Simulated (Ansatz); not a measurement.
The cell comes from COD entry 9008501, which wasn't checked; take it as a given geometry. The listed cell was then made from it by scaling, straining or moving an atom.

Hf: DFT, PBEsol, all-electron LAPW, scalar-relativistic (Ansatz 0.2.0). What sets it apart from a plain run of this crystal: equal xy, yz and zx engineering shear strains of -1 %.

Command: `ansatz run input.yaml --threads 1 --pin off --max-ram 3072MiB --backend cpu --events-out ev --progress --plain --runs-dir out` The run took 3 min on 1 thread of Intel(R) Xeon(R) Platinum 8488C (Sapphire Rapids), with other jobs on the host, peak memory 1.9 GiB.

```yaml
crystal:
  lattice:
    - [3.1966985242, -0.0159834926, -0.0159834926]
    - [-1.6121913728, 2.7764138765, -0.0058503643]
    - [-0.025289, -0.025289, 5.0578]
  atoms:
    - { symbol: Hf, position: [0.3333333333, 0.6666666667, 0.25] }
    - { symbol: Hf, position: [0.6666666667, 0.3333333333, 0.75] }
kpoints:
  mp_grid: { grid: [13, 13, 7] }
  band_path:
    path:
      - [0.0, 0.0, 0.0]
      - [0.0, 0.0, 0.5]
      - [-0.5, 0.5, 0.0]
      - [0.0, 0.0, 0.0]
      - [0.0, -0.5, 0.0]
      - [-0.5, 0.0, 0.5]
      - [0.0, 0.0, 0.0]
      - [-0.5, 0.0, 0.0]
      - [0.0, -0.5, 0.5]
    npoints: 5
scf:
  occupations: { method: fermi_dirac, width: 0.05 }
hamiltonian:
  xc: pbesol
  pseudopotentials: { kind: all_electron, lapw: { basis_error: 0.0005 } }
output:
  forces: true
  stress: true
  eigenvalues: true
```

Output (standing set-up lines are left out):

```
LAPW: plane waves up to 7.853 Å⁻¹, error target 5.0e-4 eV per atom; small_component_spin mean_spin; Hf in spheres of 1.553 Å, 36 of its electrons in bands, Dirac shells []
Crystal: 2 atoms, lattice volume = 44.757 Å³
Basis set: ecut = 234.93772892467354 eV, 371 PW (Γ), FFT grids on a1+a2, −a1, a3, exchange–correlation at level 2
Symmetry: 2 space group operations
Space group: P-1 (ITA 2), of the structure as read, at distance tolerance 3.6e-5 Å
k-points: 592 of 1183
iter 1 solved again at ethr=3.14e-4 eV; its pass at ethr=1.00e-1 eV (dr2=2.26e-1 eV) is discarded
SCF iter   1: F=—  HF=-820254.115432 eV  |F-HF|=—  |Δ(HF+E_count)|=         —  Δρ=2.38e-2  dr2=2.26e-1  ethr=3.14e-4  ⟨swp⟩=2.5  Hψ=160958  notcnv=0
preconditioner: auto → Kerker (q_TF=auto, 2.953 Å⁻¹)  [metal: Δε(μ)=0.003 eV  Ē_g=17.890 eV  σ=0.050 eV  W_gap=0.02  n_scr=22 (ndim 8)  ℏωp=38.5 eV  f_vac=0.000  D(μ)=1.42/eV (n_scr^D=8)]
SCF iter   2: F=—  HF=-820253.907098 eV  |F-HF|=—  |Δ(HF+E_count)|=   2.08e-1  Δρ=1.45e-2  dr2=9.67e-2  ethr=3.14e-4  ⟨swp⟩=2.0  Hψ=82296  notcnv=0
SCF iter   3: F=—  HF=-820253.872321 eV  |F-HF|=—  |Δ(HF+E_count)|=   3.48e-2  Δρ=1.03e-2  dr2=5.21e-2  ethr=1.34e-4  ⟨swp⟩=2.0  Hψ=77929  notcnv=0
SCF iter   4: F=—  HF=-820253.850390 eV  |F-HF|=—  |Δ(HF+E_count)|=   2.19e-2  Δρ=5.56e-3  dr2=1.69e-2  ethr=7.23e-5  ⟨swp⟩=2.0  Hψ=73611  notcnv=0
iter 5 solved again at ethr=1.14e-6 eV; its pass at ethr=2.35e-5 eV (dr2=8.17e-4 eV) is discarded
SCF iter   5: F=—  HF=-820253.848901 eV  |F-HF|=—  |Δ(HF+E_count)|=         —  Δρ=1.19e-3  dr2=8.17e-4  ethr=1.14e-6  ⟨swp⟩=2.0  Hψ=130960  notcnv=0
the basis was enlarged: its passes take 651.1 KiB over the memory plan, 1 of 1 planned eigensolver slots
SCF iter   6: F=—  HF=-820253.848941 eV  |F-HF|=—  |Δ(HF+E_count)|=   3.97e-5  Δρ=3.86e-4  dr2=7.65e-5  ethr=1.14e-6  ⟨swp⟩=2.0  Hψ=77953  notcnv=0
SCF iter   7: F=—  HF=-820253.848937 eV  |F-HF|=—  |Δ(HF+E_count)|=   3.73e-6  Δρ=1.13e-4  dr2=8.09e-6  ethr=1.06e-7  ⟨swp⟩=2.0  Hψ=77953  notcnv=0
SCF iter   8: F=—  HF=-820253.848936 eV  |F-HF|=—  |Δ(HF+E_count)|=   1.34e-6  Δρ=2.90e-5  dr2=5.22e-7  ethr=1.12e-8  ⟨swp⟩=2.0  Hψ=77956  notcnv=0
SCF iter   9: F=—  HF=-820253.848936 eV  |F-HF|=—  |Δ(HF+E_count)|=   1.63e-7  Δρ=1.36e-5  dr2=9.71e-8  ethr=7.25e-10  ⟨swp⟩=2.0  Hψ=77954  notcnv=0
SCF iter  10: F=-820253.848936 eV  HF=-820253.848936 eV  |F-HF|=1.05e-8  |Δ(HF+E_count)|=   6.55e-8  Δρ=5.86e-6  dr2=1.56e-8  ethr=1.35e-10  ⟨swp⟩=2.0  Hψ=77954  notcnv=0
SCF 1 converged in 10 iterations: F = -820253.848936 eV  dr2 = 1.56e-8
NSCF: frozen V_eff on 41 k-points
SCF converged after 10 iterations
Free energy (F): -820253.848936 eV
Harris-Foulkes:  -820253.848936 eV  (|F-HF|=1.05e-8)
Internal energy: -820253.835651 eV  (E = F + TS)
E sigma→0 (E₀):  -820253.842293 eV
Entropy (-TS):   -0.013285 eV (-6.642 meV/atom)
Fermi energy:    20.055797 eV
--- Per-component energies (eV) ---
  E_band       = -3540.088075
  E_kinetic    = 912601.793968
  E_xc         = -16580.949431
  E_electrostatic = -1716274.680189  (all electrons and nuclei)
  E_smearing   = -0.013285  (= −TS)
  E_closure    = 0.000000  (closes the sum)
  E_atoms      = -820238.075759  (free atoms, spherical and without spin; not in F)
  Σ components = -820253.848936   (vs F -820253.848936, Δ=0.00e0)
  Basis errors (estimates in eV, not in F): energy 1.2e-4 per atom: plane waves 9.6e-5 (4.9e-5 summed), levels above the bands 1.0e-69, relativity 1.6e-8, radial functions 1.9e-5, core shells 2.3e-7; eigenvalues (radial functions only) 4.0e-7; not estimated: angular momenta, meshes, grids; target (lapw.basis_error) 5.0e-4; muffin-tin radii Hf 1.553 Å
--- Forces (eV/Å), atoms counted from 1 ---
  atom   1  Hf     0.02627043     0.00034150     0.00180770
  atom   2  Hf    -0.02627043    -0.00034150    -0.00180770
  max |Σ_I F_I| component: 0.00e0 eV/Å
--- Stress (GPa, compression-positive) ---
       -3.636836       0.676064       0.494138
        0.676064      -3.627260       0.494063
        0.494138       0.494063      -3.832939
  P = ⅓ Tr σ = -3.6990 GPa (-36.990 kbar)
--- Band table (eV; the first three rows and the last of 592) ---
  k-point 0: bands = ["-181.0793", "-181.0793", "-181.0791", "-181.0791", "-181.0749", "-181.0749", "-181.0534", "-181.0534", "-181.0533", "-181.0533", "-41.8297", "-41.7580", "-10.9688", "-10.2303", "-10.2195", "-10.1013", "-10.0982", "-10.0858", "8.1934", "8.2241", "8.2253", "8.2274", "8.2286", "8.2288", "8.2312", "8.2383", "8.2392", "8.2486", "8.2666", "8.2676", "8.3057", "8.3093", "12.6739", "16.3364", "20.7202", "21.1195", "21.3045", "21.4869", "21.9469", "22.1141", "22.6412", "22.7001", "25.3466", "25.4046"]
  k-point 1: bands = ["-181.0793", "-181.0793", "-181.0791", "-181.0791", "-181.0749", "-181.0749", "-181.0534", "-181.0534", "-181.0533", "-181.0533", "-41.8261", "-41.7616", "-10.9282", "-10.2240", "-10.2133", "-10.1406", "-10.1077", "-10.0962", "8.1939", "8.2161", "8.2174", "8.2265", "8.2271", "8.2327", "8.2336", "8.2406", "8.2416", "8.2493", "8.2700", "8.2708", "8.3059", "8.3091", "12.8616", "16.2357", "20.4628", "21.0219", "21.1799", "21.3449", "21.7960", "21.9616", "22.9387", "23.0037", "25.4196", "25.4771"]
  k-point 2: bands = ["-181.0793", "-181.0793", "-181.0791", "-181.0791", "-181.0749", "-181.0749", "-181.0534", "-181.0534", "-181.0533", "-181.0533", "-41.8162", "-41.7716", "-10.8131", "-10.2684", "-10.2063", "-10.1956", "-10.1256", "-10.1146", "8.1961", "8.2098", "8.2111", "8.2184", "8.2223", "8.2234", "8.2325", "8.2488", "8.2544", "8.2553", "8.2738", "8.2745", "8.3064", "8.3086", "13.3982", "15.8447", "20.0795", "20.8864", "20.9077", "21.0981", "21.4621", "21.6255", "23.6227", "23.6915", "25.4381", "25.4947"]
  k-point 591: bands = ["-181.0793", "-181.0793", "-181.0791", "-181.0791", "-181.0749", "-181.0749", "-181.0534", "-181.0534", "-181.0533", "-181.0533", "-41.7710", "-41.7460", "-10.8048", "-10.6625", "-10.5529", "-10.4071", "-10.2772", "-10.2181", "8.1971", "8.2063", "8.2176", "8.2273", "8.2352", "8.2386", "8.2476", "8.2507", "8.2534", "8.2578", "8.2645", "8.2787", "8.2804", "8.2821", "16.4217", "17.5736", "18.1769", "19.1192", "20.7947", "21.0816", "21.4943", "24.9436", "25.5447", "25.6252", "26.5432", "28.1718"]
```
